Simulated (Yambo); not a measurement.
Yambo run on BaTiO3 (space group P4mm, No. 99). The wavefunctions are PBEsol (pw.x of Quantum ESPRESSO, ONCV potentials, with spin-orbit coupling) ones on a 4×4×4 mesh (40 occupied bands); a = b = 3.9904 Å, c = 4.1027 Å, α = β = γ = 90.00°.

Yambo input:

```
rim_cut
gw0
dyson
el_el_corr
HF_and_locXC
ppa
em1d
RandQpts= 1000000
RandGvec= 1 Ry
EXXRLvcs= 84 Ry
VXCRLvcs= 336 Ry
Chimod= "HARTREE"
% BndsRnXp
 3 | 158 |
%
NGsBlkXp= 5 Ry
% LongDrXp
 1.0 | 1.0 | 1.0 |
%
PPAPntXp= 27.2114 eV
% GbndRnge
 1 | 158 |
%
GTermKind= "BG"
DysSolver= "n"
ExtendOut
% QPkrange
 1 | 1 | 40 | 41 |
 18 | 18 | 40 | 40 |
%
```

k points by index: 1 = Γ, 18 = A.

The o-*.qp file then holds:

```
#    K-point    Band    Eo [eV]    E [eV]    E-Eo [eV]    Vxc [eV]    Vnlxc [eV]    Sc|Eo [eV]    Sc|E [eV]    dSc/dw|Eo [eV]    Re(Z)    Im(Z)
#
    1    40    -0.392987    -0.574874    -0.181887    -19.69034    -24.23755    4.312309    4.365317    -7.924891    0.774450    -0.001386
    1    41    1.809279    3.202221    1.392942    -18.74436    -11.42780    -5.534667    -5.923621    -7.597381    0.781737    -0.001457
    18    40    0.000000    -0.177551    -0.177551    -19.74314    -24.84755    4.873440    4.926860    -8.180974    0.768847    -0.001409
```
(The two width columns are left out.) Convergence of these settings isn't established.

Geometry of the Materials Project entry, not relaxed at this level.
